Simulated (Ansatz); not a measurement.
CsPbCl$_{3}$:
```cif
data_Cl3CsPb
_chemical_formula_sum 'Cs1 Pb1 Cl3'
_space_group_name_H-M_alt 'P 1'
_space_group_IT_number 1
_cell_length_a 5.73342
_cell_length_b 5.73342
_cell_length_c 5.73342
_cell_angle_alpha 90.000
_cell_angle_beta 90.000
_cell_angle_gamma 90.000
loop_
_space_group_symop_operation_xyz
  'x, y, z'
loop_
_atom_site_label
_atom_site_type_symbol
_atom_site_fract_x
_atom_site_fract_y
_atom_site_fract_z
_atom_site_occupancy
Cs1 Cs 0.00000 0.00000 0.00000 1
Pb1 Pb 0.50000 0.50000 0.50000 1
Cl1 Cl 0.00000 0.50000 0.50000 1
Cl2 Cl 0.50000 0.00000 0.50000 1
Cl3 Cl 0.50000 0.50000 0.00000 1
```

Relaxed with PBE. Independent-particle spectrum: no excitons, no local fields, no scissors shift; 0.1 eV broadening; ε₁ of the summed bands alone.

Tabulate the dielectric function from DFT-PBE in the program Ansatz with PAW potentials.



```csv
E (eV),ε₁ xx,ε₂ xx
0.0,3.96,0.00
0.5,4.00,0.00
1.0,4.09,0.00
1.5,4.29,0.00
2.0,4.72,0.00
2.5,5.33,0.71
3.0,5.65,1.49
3.5,5.13,3.35
4.0,4.26,3.38
4.5,3.31,4.07
5.0,2.18,4.04
5.5,1.37,2.47
6.0,1.84,2.23
6.5,1.98,1.56
7.0,2.34,2.09
7.5,2.63,2.32
8.0,1.38,3.14
8.5,0.81,2.13
9.0,0.90,1.21
9.5,1.92,1.48
10.0,2.00,1.53
10.5,2.87,2.16
11.0,0.27,2.52
11.5,1.49,2.01
12.0,0.68,2.16
```

From ε at 2.5 eV (xx: 5.33 + 0.71i), find n, k, the normal reflectivity and the absorption coefficient.

n = 2.31, k = 0.153, R = 16 %, α = 2kE/ħc = 39000 cm⁻¹.

With all bands, ε∞ without local fields is 4.04. DFPT, with local fields, gives 3.70.

Space group Pm-3m (cubic perovskite). This is a known high-temperature phase of the composition, computed here at zero pressure and temperature. Symmetry was held in the PBE relaxation; phonons on a q-mesh show weakly imaginary modes. Spin–orbit coupling is left out wherever it is not named.

Potentials: the later of the program's two PAW sets.
